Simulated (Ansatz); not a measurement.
The guess for Be₄Mo was made by a generator: random cell by space group and Wyckoff sites (P6mm, No. 183). Its size is a rough estimate.

```xyz
5
Lattice="3.1334 0.0000 0.0000 -1.5667 2.7136 0.0000 0.0000 0.0000 6.3506" Properties=species:S:1:pos:R:3 pbc="T T T"
Be    1.5667    0.0000    4.9906
Be   -0.7834    1.3568    4.9906
Be    0.7834    1.3568    4.9906
Be    0.0000    0.0000    5.9075
Mo    0.0000    0.0000    2.3077
```

Level of theory: Ansatz, DFT PBE, scalar-relativistic, plane waves, PAW. Cutoff 420 eV, Gaussian smearing, Γ-centred meshes. Cell and atoms relax first on a coarse mesh and then on a finer one. In between, the cell is made exact in the group found at 0.06 Å. In metals the finer mesh still leaves noise of several meV/atom or more. The steps can't lower the symmetry of their start. Collinear spin is switched on along the way, since trial moments persisted in a coarse test.

A guess keeps its type if space group and coordination stay and the shape of the cell changes little (axis ratios within about 15 %, angles within 6°); the volume may change.

Task: Will the relaxed cell still be of the starting type?

Result: It doesn't keep its type. The symmetry stays P6mm (No. 183). The volume per atom grows by 22.8 %, from 10.8 to 13.3 Å³. The shortest distance goes from 1.57 Å (Be–Be) to 2.06 Å (Be–Be). The ratio c/a of the conventional cell changes by a factor of 0.54. Counting neighbours within 15 % of an atom's shortest distance, the start has Be 4/6, Mo 13 and the end Be 6/8, Mo 2. In detail, at the end around Be on a site of symmetry 2mm lie 6 Be at 2.06–2.18 Å and 2 Mo at 2.52 Å; Be on a site of symmetry 6mm has 1 Mo at 2.17 Å, 6 Be at 2.18 Å and 1 Mo at 2.33 Å; Mo has 1 Be at 2.17 Å, 1 Be at 2.33 Å and 6 Be at 2.52 Å.

```cif
data_structure
_symmetry_space_group_name_H-M 'P6mm'
_symmetry_Int_Tables_number 183
_cell_length_a 4.1231
_cell_length_b 4.1231
_cell_length_c 4.5026
_cell_angle_alpha 90.000
_cell_angle_beta 90.000
_cell_angle_gamma 120.000
_cell_volume 66.29
loop_
_atom_site_label
_atom_site_type_symbol
_atom_site_symmetry_multiplicity
_atom_site_Wyckoff_symbol
_atom_site_fract_x
_atom_site_fract_y
_atom_site_fract_z
_atom_site_occupancy
Be1 Be 3 c 0.50000 0.00000 0.76314 1
Be2 Be 1 a 0.00000 0.00000 0.92196 1
Mo1 Mo 1 a 0.00000 0.00000 0.43977 1
```

Formation energies are uncorrected and refer to the elements' standard structures at the same level.

Task: At what energy does it end?

Result: +0.82 eV/atom. It can't be a ground state, since the elements alone are lower.

The last run used collinear spin, a 12×12×8 mesh (in the run's order of axes) for its 5-atom cell and Gaussian smearing of 0.10 eV. The magnetic state reached may not be the lowest. A structure relaxed within its symmetry needn't be a true minimum.

In counts of neighbours, a slash parts the counts of unlike sites.
